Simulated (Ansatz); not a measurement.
Polymorphs of TaAl, each relaxed with plane-wave PAW r²SCAN (Ansatz code):

A: rock salt (Fm-3m)
a = 5.2547 Å, b = 5.2547 Å, c = 5.2547 Å, α = 90.00°, β = 90.00°, γ = 90.00°

| atom | site | symmetry | x | y | z |
|---|---|---|---|---|---|
| Ta | 4a | m-3m | 0.0000 | 0.0000 | 0.0000 |
| Al | 4b | m-3m | 0.5000 | 0.5000 | 0.5000 |

B: L1₀ or tetragonal B2 (P4/mmm)
a = b = 2.8219 Å, c = 4.1590 Å, α = β = γ = 90.00°

| atom | site | symmetry | x | y | z |
|---|---|---|---|---|---|
| Ta | 1a | 4/mmm | 0.0000 | 0.0000 | 0.0000 |
| Al | 1d | 4/mmm | 0.5000 | 0.5000 | 0.5000 |

C: CsCl type (Pm-3m)
a = b = c = 3.2079 Å, α = β = γ = 90.00°

| atom | site | symmetry | x | y | z |
|---|---|---|---|---|---|
| Ta | 1a | m-3m | 0.0000 | 0.0000 | 0.0000 |
| Al | 1b | m-3m | 0.5000 | 0.5000 | 0.5000 |

**Question.** Put the candidates in order of energy per atom at 0 K, lowest first, for r²SCAN.

**Answer.** B (+0 meV/atom), C (+345 meV/atom), A (+772 meV/atom)

Typed or built starts, not in the databases checked: A; B; C. Unstable at this level: A; C. All cells were relaxed under the symmetry of their starts (and spin orders); stability against distortions was not tested throughout. Rows with no word on spin ran without spin polarisation. Spin–orbit coupling is left out wherever it is not named.

Energies hold the estimated change up to a 700 eV cutoff; steps of a few meV lie near the error of the meshes.

Potentials: the later of the program's two PAW sets.
